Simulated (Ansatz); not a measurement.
Relaxed-ion elastic tensor of GaP (rock salt, Fm-3m) in GPa (Voigt order), DFT-r²SCAN in the program Ansatz with PAW potentials; density 4.99 g/cm³, 16.76 Å³ per atom.

```
      1     2     3     4     5     6
-  ----  ----  ----  ----  ----  ----
1   179  58.4  58.4   0.0   0.0   0.0
2  58.4   179  58.4   0.0   0.0   0.0
3  58.4  58.4   179   0.0   0.0   0.0
4   0.0   0.0   0.0  31.3   0.0   0.0
5   0.0   0.0   0.0   0.0  31.3   0.0
6   0.0   0.0   0.0   0.0   0.0  31.3
```

Problem. Is the crystal mechanically stable?

Solution. Yes: the smallest eigenvalue of C is 31.3 GPa.

Problem. Work out the Voigt, Reuss and Hill averages.

Solution. K_V = 98.6, K_R = 98.6, K_H = 98.6; G_V = 42.9, G_R = 38.7, G_H = 40.8 GPa.

Problem. Give Young's modulus, Poisson's ratio, Pugh's ratio and the universal anisotropy index.

Solution. E = 9KG/(3K + G) = 108 GPa; ν = 0.32; K/G = 2.42 (ductile by the Pugh limit of 1.75); A_U = 5G_V/G_R + K_V/K_R − 6 = 0.54.

Problem. Estimate the sound speeds and the Debye temperature.

Solution. v_l = √((K + 4G/3)/ρ) = 5540 m/s, v_t = √(G/ρ) = 2860 m/s, mean 3200 m/s; Θ = (h/k)(3n/4πV)^(1/3) v_m = 373 K.

Problem. Give the Zener ratio and Young's modulus along [100], [110] and [111].

Solution. A = 2C44/(C11 − C12) = 0.52; 1/E = S11 − 2(S11 − S12 − S44/2)Γ with Γ = 0, 1/4, 1/3 gives 150, 95.2, 84.9 GPa.

A made-up cell: these elements were put on the sites of a structure type; neither database checked (COD, Materials Project) lists it. It is not the phase usual at ambient conditions (space group No. 216). The cell was relaxed with r²SCAN under the symmetry of its start; whether a distortion lowers the energy is not shown. As this level gives no gap, shear constants depend on the k-mesh and smearing (Fermi–Dirac, 0.1 eV here). Scalar-relativistic: spin–orbit coupling is off unless named, which matters more the heavier the elements.

Potentials: the later of the program's two PAW sets.
